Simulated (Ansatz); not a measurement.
The cell is Ga3BAs4 as one 8-atom ordering (R3m) on the zincblende lattice; cell and atoms were relaxed with r2SCAN. Space group R3m (No. 160), trigonal; a = 3.863 Å, c = 38.058 Å in the conventional setting, 20.49 Å³ an atom. B has 4 As at 2.07–2.32 Å; Ga has 4 As at 2.40–2.45 Å; Ga has 4 As at 2.40–2.44 Å; Ga has 4 As at 2.40–2.43 Å; As has 3 B at 2.32 Å and 1 Ga at 2.45 Å; As has 4 Ga at 2.40–2.44 Å; As has 4 Ga at 2.40–2.43 Å; As has 1 B at 2.07 Å and 3 Ga at 2.40 Å.

```
CELL_PARAMETERS angstrom
1.93145 1.11512 12.68607
-1.93145 1.11512 12.68607
0.00000 -2.23024 12.68607
ATOMIC_POSITIONS crystal
B 0.00181 0.00181 0.00181
Ga 0.25388 0.25388 0.25388
Ga 0.49994 0.49994 0.49994
Ga 0.74607 0.74607 0.74607
As 0.31823 0.31823 0.31823
As 0.56396 0.56396 0.56396
As 0.81000 0.81000 0.81000
As 0.05613 0.05613 0.05613
```

The questions ask for values computed with the plane-wave code Ansatz on this geometry. These are computed values for a non-magnetic cell that may be hypothetical; none is a measurement.

Given (8×8×8 mesh): With PBE the gap is 0.05 eV and direct, at Γ. (This is within a few times the smearing of 0.02 eV, so the filling near the edges can be smeared.)

Question: What does PBE+SOC give for the gap (8×8×8 mesh)?

Answer: With PBE+SOC the gap is 0.01 eV and direct, at Γ–T (0.25 of the way from Γ). (With 0.02 eV of smearing so small a gap leaves both edges partly filled, and it could close between the points sampled.) The gap differs by -0.04 eV from PBE's.

Question: Estimate the gap with r2SCAN on 8×8×8.

Answer: r2SCAN gives a direct gap of 0.25 eV at Γ. The gap differs by +0.20 eV from PBE's.

Question: How does the gap change from PBE to HSE06 (4×4×4)?

Answer: HSE06 gives a direct gap of 0.72 eV at Γ. The gap differs by +0.67 eV from PBE's.

Question: Roughly how does the cost of the HSE06 run (4×4×4) compare with r2SCAN's (8×8×8)?

Answer: About 7 times as much (18 core-minutes against 2.6 core-minutes, on 4 threads of Arm Neoverse V1 (shared host)).

Question: What do these levels agree on?

Answer: Among these functionals the gap stays direct.

Only the levels marked +SOC include spin-orbit coupling.

Small gaps with spin-orbit coupling can be splittings of inverted bands, not the fundamental gap; semilocal functionals often invert bands that the real crystal keeps in order.

Gaps under 0.1 eV (PBE, PBE+SOC) can't be told from a closed one: the bands may be in normal order or already inverted, which a gap's size doesn't show.
